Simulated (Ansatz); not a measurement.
Bi:
```cif
data_Bi
_chemical_formula_sum 'Bi1'
_space_group_name_H-M_alt 'P 1'
_space_group_IT_number 1
_cell_length_a 3.55908
_cell_length_b 3.55908
_cell_length_c 3.55908
_cell_angle_alpha 60.000
_cell_angle_beta 60.000
_cell_angle_gamma 60.000
loop_
_space_group_symop_operation_xyz
  'x, y, z'
loop_
_atom_site_label
_atom_site_type_symbol
_atom_site_fract_x
_atom_site_fract_y
_atom_site_fract_z
_atom_site_occupancy
Bi1 Bi 0.00000 0.00000 0.00000 1
```

Relaxed with PBE.

Which orbitals make up the states near the Fermi level in PBE in the plane-wave PAW code Ansatz?

Within 0.5 eV of the Fermi level: Bi 6p 93 %. Projections are on Löwdin-orthogonalised atomic valence shells; empty p or d shells of many metals are not among them.

Tabulate the density of states.

States/eV per cell of 1 atom, in 0.25 eV bins, energy from the Fermi level.

| E (eV) | total | Bi 6p | Bi 6s |
|---|---|---|---|
| -7.85 | 0.00 | 0.00 | 0.00 |
| -7.60 | 0.00 | 0.00 | 0.00 |
| -7.35 | 0.00 | 0.00 | 0.00 |
| -7.10 | 0.00 | 0.00 | 0.00 |
| -6.85 | 0.00 | 0.00 | 0.00 |
| -6.60 | 0.00 | 0.00 | 0.00 |
| -6.35 | 0.00 | 0.00 | 0.00 |
| -6.10 | 0.00 | 0.00 | 0.00 |
| -5.85 | 0.00 | 0.00 | 0.00 |
| -5.60 | 0.00 | 0.00 | 0.00 |
| -5.35 | 0.00 | 0.00 | 0.00 |
| -5.10 | 0.07 | 0.06 | 0.00 |
| -4.85 | 0.20 | 0.19 | 0.00 |
| -4.60 | 0.28 | 0.27 | 0.01 |
| -4.35 | 0.40 | 0.38 | 0.01 |
| -4.10 | 0.60 | 0.57 | 0.02 |
| -3.85 | 0.85 | 0.81 | 0.03 |
| -3.60 | 1.15 | 1.09 | 0.05 |
| -3.35 | 1.09 | 1.01 | 0.07 |
| -3.10 | 0.62 | 0.56 | 0.06 |
| -2.85 | 0.38 | 0.33 | 0.05 |
| -2.60 | 0.46 | 0.41 | 0.05 |
| -2.35 | 0.53 | 0.48 | 0.04 |
| -2.10 | 0.54 | 0.49 | 0.04 |
| -1.85 | 0.56 | 0.51 | 0.04 |
| -1.60 | 0.56 | 0.51 | 0.04 |
| -1.35 | 0.55 | 0.50 | 0.03 |
| -1.10 | 0.56 | 0.51 | 0.03 |
| -0.85 | 0.60 | 0.55 | 0.03 |
| -0.60 | 0.63 | 0.59 | 0.03 |
| -0.35 | 0.68 | 0.63 | 0.03 |
| -0.10 | 0.72 | 0.67 | 0.02 |
| 0.15 | 0.80 | 0.75 | 0.02 |
| 0.40 | 0.91 | 0.86 | 0.02 |
| 0.65 | 0.89 | 0.84 | 0.02 |
| 0.90 | 0.86 | 0.81 | 0.01 |
| 1.15 | 0.83 | 0.78 | 0.01 |
| 1.40 | 0.81 | 0.76 | 0.01 |
| 1.65 | 0.78 | 0.74 | 0.01 |
| 1.90 | 0.76 | 0.71 | 0.01 |
| 2.15 | 0.74 | 0.70 | 0.01 |
| 2.40 | 0.72 | 0.68 | 0.01 |
| 2.65 | 0.70 | 0.66 | 0.00 |
| 2.90 | 0.68 | 0.65 | 0.00 |
| 3.15 | 0.65 | 0.62 | 0.00 |
| 3.40 | 0.48 | 0.46 | 0.00 |
| 3.65 | 0.39 | 0.37 | 0.00 |
| 3.90 | 0.33 | 0.31 | 0.00 |
| 4.15 | 0.30 | 0.26 | 0.00 |
| 4.40 | 0.30 | 0.22 | 0.00 |
| 4.65 | 0.26 | 0.14 | 0.00 |

Space group Fm-3m (fcc (Cu type)). The start of the workflow was typed in or built on a structure type; neither database checked (COD, Materials Project) lists it. It is not the phase usual at ambient conditions (space group No. 166). Symmetry was held in the PBE relaxation; its stability against distortions is not shown here. Spin–orbit coupling is left out wherever it is not named.

Potentials: the later of the program's two PAW sets.
